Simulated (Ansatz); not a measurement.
TiN (rock salt)

```yaml
crystal:
  lattice:
    - [0.00000, 2.12346, 2.12346]
    - [2.12346, 0.00000, 2.12346]
    - [2.12346, 2.12346, 0.00000]
  atoms:
    - { symbol: N, position: [0.00000, 0.00000, 0.00000] }
    - { symbol: Ti, position: [0.50000, 0.50000, 0.50000] }
```

The slice is a {110} plane (indices of the conventional cell) through the point (0.000, 0.000, 0.000) (fractional), spanned by u = [100] and v = [1 -1 -1] in vectors of this cell: u (3.00 Å) and v (4.25 Å, at 90° to u). It covers one period; positions are fractions (u, v).

Calculation: PBE (plane waves to 420 eV, PAW, scalar-relativistic; Ansatz, a program for electronic structure). k mesh 19×19×19. Inside the PAW spheres the values are not all-electron values, and peaks at nuclei hang on which shells count as valence. TiN is run without spin polarisation. TiN was relaxed with its symmetry unable to fall.

Three fields on this plane, each scaled to ten steps between its own extremes (0 low, 9 high; the total valence density on a logarithmic scale, the potential cut 8 eV below its top; x marks points blanked near nuclei; v = 0 in the bottom row):

Map A
```
|xxxxx62126xxxx|
|xxxx9521259xxx|
|xxx973111379xx|
|xx76421012467x|
|11111100011111|
|xx00000000000x|
|xxx200010002xx|
|xxxx1001001xxx|
|xxxxx00100xxxx|
|xxxxx00100xxxx|
|xxxxx00100xxxx|
|xxxx1001001xxx|
|xxx200010002xx|
|xx00000000000x|
|11111100011111|
|xx76421012467x|
|xxx973111379xx|
|xxxx9521259xxx|
|xxxxx62126xxxx|
|xxxxx62126xxxx|
```

Map B
```
|xxxxx88888xxxx|
|xxxx8988898xxx|
|xxx799999997xx|
|xx68999999986x|
|01357999997531|
|xx01579997500x|
|xxx005898500xx|
|xxxx0378730xxx|
|xxxxx26862xxxx|
|xxxxx16761xxxx|
|xxxxx26862xxxx|
|xxxx0378730xxx|
|xxx005898500xx|
|xx00579997510x|
|01357999997531|
|xx68999999986x|
|xxx799999997xx|
|xxxx8988898xxx|
|xxxxx88888xxxx|
|xxxxx88788xxxx|
```

Map C
```
|xxxxx63236xxxx|
|xxxx8521258xxx|
|xxx963111369xx|
|xx97420002479x|
|98742100012478|
|xx85210001258x|
|xxx942111249xx|
|xxxx7321237xxx|
|xxxxx42224xxxx|
|xxxxx53235xxxx|
|xxxxx42224xxxx|
|xxxx7321237xxx|
|xxx942111249xx|
|xx85210001258x|
|98742100012478|
|xx97420002479x|
|xxx963111369xx|
|xxxx8521258xxx|
|xxxxx63236xxxx|
|xxxxx64246xxxx|
```

Q: Assign the maps to these fields: electron localisation function (ELF); valence electron density; electrostatic potential energy of an electron, from the cell's mean.

A: A is the electron localisation function (ELF); B is the electrostatic potential energy of an electron, from the cell's mean; C is the valence electron density.
